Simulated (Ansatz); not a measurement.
YSi₂:
```
CELL_PARAMETERS angstrom
     -1.67957     1.67957     4.92297
      1.67957    -1.67957     4.92297
      1.67957     1.67957    -4.92297
ATOMIC_POSITIONS crystal
  Y  0.00000 0.00000 0.00000
  Si 0.29685 0.29685 0.00000
  Si 0.70315 0.70315 0.00000
```

Relaxed with PBEsol. Special points in fractions of this cell's reciprocal vectors: Γ (0.000, 0.000, 0.000); X (0.000, 0.000, 0.500); P (0.250, 0.250, 0.250); N (0.000, 0.500, 0.000); M (0.500, 0.500, -0.500); S (0.279, 0.721, -0.279); S0 (-0.279, 0.279, 0.279); R (-0.058, 0.058, 0.500); G (0.500, 0.500, -0.058).

Q: List the band energies nearest the Fermi level at these points for PBEsol (plane waves, PAW; program Ansatz).

A: In eV from the Fermi level; about four levels below and three above (degenerate sets whole), none deeper than 8.9 eV; points with the same levels are listed once.

| k | below | above |
|---|---|---|
| Γ | -3.48 -1.15 -1.15 -0.15 | 1.77 2.88 4.64 |
| X | -5.57 -5.05 -2.79 -0.96 | 0.71 1.19 3.34 |
| P | -2.20 -0.37 -0.07 -0.07 | 4.76 4.76 5.02 |
| N | -8.46 -3.32 -2.59 -0.31 | 0.98 2.26 2.95 |
| M | -0.94 -0.56 -0.56 -0.56 | 1.71 2.57 2.57 |
| S | -7.99 -3.96 -2.10 -0.12 | 0.87 2.33 2.72 |
| R | -4.98 -4.26 -2.86 -0.88 | 0.58 0.99 3.53 |

Space group I4/mmm (MoSi2 or CaC2 type). A made-up cell: these elements were put on the sites of a structure type; neither database checked (COD, Materials Project) lists it. COD files the formula under space group No. 191, so this cell is another polymorph or a model. Whether it is the stable phase at ambient conditions was not checked. The PBEsol relaxation kept the symmetry of its start; of distortions, only those at the zone centre were tested. The run is not spin-polarised. Scalar-relativistic: spin–orbit coupling is off unless named, which matters more the heavier the elements.

Potentials: the later of the program's two PAW sets.
